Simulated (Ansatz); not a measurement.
Ba2BiSb2: do the settings matter for the field gradients?

Cell: a measured structure from the Crystallography Open Database (COD), taken as it stands.

```xyz
5
Lattice="-2.4013 3.8439 4.9500 2.4013 -3.8439 4.9500 2.4013 3.8439 -4.9500" Properties=species:S:1:pos:R:3 pbc="T T T"
Ba    0.0000    3.8439    2.1801
Ba    2.4013    0.0000    2.7699
Sb    0.0000    1.5499    4.9500
Sb    2.4013    2.2940    0.0000
Bi    0.0000    0.0000    0.0000
```

Atom numbers follow the list; atoms alike are taken as one site, whose name carries the number of the first.

Reference run. Method: Kohn–Sham DFT in Ansatz, PBE, plane waves and PAW, scalar-relativistic, 420 eV cutoff, Γ-centred 8×8×8 k-points, Fermi–Dirac smearing 0.05 eV.

(1) The input is changed as follows: `kpoints.mp_grid.grid`: [8, 8, 8] → [6, 6, 6]. What happens to V_zz (10²¹ V/m²) and η?

Results:

(1) 

```tsv
site	atom	V_zz reference	η reference	V_zz changed	η changed
Ba	1	2.53	0.07	2.43	0.15
Sb	3	32.8	1.00	33.1	0.99
Bi	5	-110.6	0.29	-109.4	0.27
```

The largest change of V_zz is on Bi, from -110.6 to -109.4. In per cent, |V_zz| changes by -4 on Ba, +1 on Sb, -1 on Bi (all sites that start above 2). SCF iterations: 8 and 8. In the changed run the k-mesh is coarser than the standard one, so its values aren't converged ones.

On the reference run: The run finds no gap above 0.1 eV (a metal, or nearly one), so the gradients can move by 10 % or more with the k-mesh. Spin–orbit coupling is left out, which shifts gradients on Bi by a few per cent in wide-gap crystals, and can shift them far more where the calculated gap is small or absent, as here. With these PAW files V_zz is typically within 2 to 3 % of all-electron values, but misses above 10 % occur on Sb.
